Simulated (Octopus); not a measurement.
ZnO (P63mc, No. 186):
```
CELL_PARAMETERS angstrom
      3.23735     0.00000     0.00000
     -1.61867     2.80363     0.00000
      0.00000     0.00000     5.22206
ATOMIC_POSITIONS crystal
  Zn 0.66667 0.33333 0.50059
  Zn 0.33333 0.66667 0.00059
  O  0.66667 0.33333 0.87972
  O  0.33333 0.66667 0.37972
```
The cell is a database entry, not relaxed again.

All numbers are Octopus results at the level LDA (grid spacing about 0.16 Å, Γ-centred 6×6×4 k-mesh, Fermi-Dirac smearing of 0.01 eV, no spin polarisation; PseudoDojo 0.4 LDA potentials), not measurements. The cell is scaled uniformly. Fractional coordinates stay fixed. Energies of the lowest empty band count from each cell's highest valence level among the special points, at Γ; they are Kohn-Sham values at fixed points of the zone.

```tsv
scale of the cell	ln(V/V₀)	Γ (eV)	A (eV)	L (eV)
0.955	-0.1381	1.040	3.773	5.852
0.965	-0.1069	0.988	3.698	5.807
0.975	-0.0760	?	?	?
0.985	-0.0453	0.883	3.547	5.710
0.995	-0.0150	0.831	3.471	5.657
1.000	0.0000	0.805	3.433	5.630
1.010	0.0299	0.753	3.357	5.572
```

V₀ is the volume of the database cell.

Question: Fit each column by a quadratic in ln V through the rows shown. Give the volume deformation potentials dE/d ln V at the withheld row, and predict that row.

Answer: Fits: Γ: 0.805 −1.74 x −0.3 x²; A: 3.433 −2.54 x −0.5 x²; L: 5.629 −1.86 x −1.8 x², with x = ln(V/V₀). At x = -0.0760 the slopes are −1.7 eV (Γ), −2.5 eV (A), −1.6 eV (L). Predicted against computed: 0.935 against 0.935 eV, 3.622 against 3.622 eV, 5.760 against 5.760 eV.

The lowest of these levels is that at Γ in all rows.
